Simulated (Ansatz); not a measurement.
# Phonon spectrum of SiC$_{3}$

These are results of DFT PBE, scalar-relativistic, plane waves, PAW in Ansatz, not measurements. Settings: 420 eV plane-wave cutoff, Γ-centred 6×6×6 mesh, fixed occupations. No spin polarisation. Phonons by linear response, acoustic sum rule imposed.

The cell, relaxed at this level:
```
CELL_PARAMETERS angstrom
2.81567 1.62563 3.32787
-2.81567 1.62563 3.32787
0.00000 -3.25125 3.32787
ATOMIC_POSITIONS crystal
Si 0.62304 0.62304 0.62304
Si 0.37696 0.37696 0.37696
C 0.70918 0.14598 0.14598
C 0.85402 0.29082 0.85402
C 0.14598 0.70918 0.14598
C 0.29082 0.85402 0.85402
C 0.14598 0.14598 0.70918
C 0.85402 0.85402 0.29082
```

The structure comes from a proposed guess, relaxed at this level; another structure or a mixture of phases may lie lower. The q mesh is coarse, so values between its points are rough.

Force constants from linear response on a 2×2×2 q mesh.

(1) Is the structure dynamically stable on the q mesh?

(2) Give the frequencies (cm⁻¹) at the zone-boundary points of high symmetry (interpolated where a point lies off the q mesh).

Results:

(1) Yes, on this mesh: no mode is imaginary.

(2)
```
point                   q                                                                                             frequencies
    T   0.500 0.500 0.500  111 111 219 287 300 300 312 401 401 414 522 522 696 696 760 868 868 1081 1095 1209 1235 1235 1419 1419
   H2   0.674 0.326 0.500  201 218 225 288 306 342 365 406 446 469 532 540 637 667 760 829 856 1096 1104 1216 1220 1233 1404 1418
   H0  0.500 -0.326 0.326  201 218 225 288 306 342 365 406 446 469 532 540 637 667 760 829 856 1096 1104 1216 1220 1233 1404 1418
    L   0.500 0.000 0.000  107 224 272 277 347 359 419 468 472 480 536 538 599 629 755 800 856 1101 1107 1211 1222 1231 1392 1423
   S0  0.413 -0.413 0.000  150 212 280 292 339 357 427 447 485 503 520 559 588 619 759 808 846 1104 1109 1208 1226 1229 1398 1414
   S2   0.587 0.000 0.413  150 212 280 292 339 357 427 447 485 503 520 559 588 619 759 808 846 1104 1109 1208 1226 1229 1398 1414
    F   0.500 0.000 0.500  149 230 249 281 317 345 456 468 481 504 510 540 587 637 760 799 859 1101 1109 1204 1226 1235 1394 1418
```
